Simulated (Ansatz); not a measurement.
## Al$_{4}$CoRu$_{3}$: vibrational free energy, entropy and heat capacity

Method: DFT PBE, scalar-relativistic, plane waves, PAW (Ansatz). Settings: 420 eV plane-wave cutoff, Γ-centred 6×6×12 mesh, Fermi-Dirac smearing of 0.15 eV. No spin polarisation. Phonons by linear response, acoustic sum rule imposed.

The cell, relaxed at this level:
```cif
data_structure
_symmetry_space_group_name_H-M 'P4/mmm'
_symmetry_Int_Tables_number 123
_cell_length_a 5.9346
_cell_length_b 5.9346
_cell_length_c 2.9857
_cell_angle_alpha 90.000
_cell_angle_beta 90.000
_cell_angle_gamma 90.000
_cell_volume 105.16
loop_
_atom_site_label
_atom_site_type_symbol
_atom_site_symmetry_multiplicity
_atom_site_Wyckoff_symbol
_atom_site_fract_x
_atom_site_fract_y
_atom_site_fract_z
_atom_site_occupancy
Al1 Al 4 j 0.74557 0.74557 0.00000 1
Co1 Co 1 d 0.50000 0.50000 0.50000 1
Ru1 Ru 1 b 0.00000 0.00000 0.50000 1
Ru2 Ru 2 e 0.00000 0.50000 0.50000 1
```

The structure comes from a generated guess, relaxed at this level; another structure or a mixture of phases may lie lower. In a metal, frequencies and elastic constants depend on the k mesh and the smearing, soft modes and shear constants most. The q mesh is coarse, so values between its points are rough.

Force constants from linear response on a 1×1×4 q mesh, interpolated to a fine mesh.

Phonon density of states, in bins of 10 cm⁻¹:
```csv
bin centre (cm⁻¹),share of modes (%)
5,0.0
15,0.0
25,0.0
35,0.1
45,0.1
55,0.2
65,0.3
75,0.5
85,0.7
95,0.9
105,1.1
115,1.8
125,4.5
135,4.8
145,5.6
155,5.5
165,5.0
175,5.8
185,6.7
195,4.6
205,1.6
215,0.2
225,0.0
235,0.0
245,0.0
255,1.0
265,1.5
275,3.2
285,5.5
295,6.8
305,4.2
315,4.3
325,5.9
335,3.7
345,6.3
355,3.6
365,2.4
375,1.1
385,0.4
395,0.0
```

Problem. What is the zero-point energy per atom?

Solution. 43.9 meV.

Problem. How large are the vibrational entropy and heat capacity at 300 K?

Solution. S = 3.03 k_B and C_V = 2.67 k_B per atom, 89 % of the Dulong–Petit value.

Problem. Tabulate them against temperature.

Solution.
```csv
T (K),F_vib (meV/atom),S (k_B/atom),C_V (k_B/atom)
100,42.0,0.71,1.34
200,30.1,2.01,2.34
300,8.2,3.03,2.67
400,-21.5,3.82,2.81
500,-57.3,4.46,2.87
600,-98.0,4.99,2.91
700,-143.0,5.44,2.93
800,-191.6,5.83,2.95
900,-243.3,6.18,2.96
1000,-297.9,6.49,2.97
```
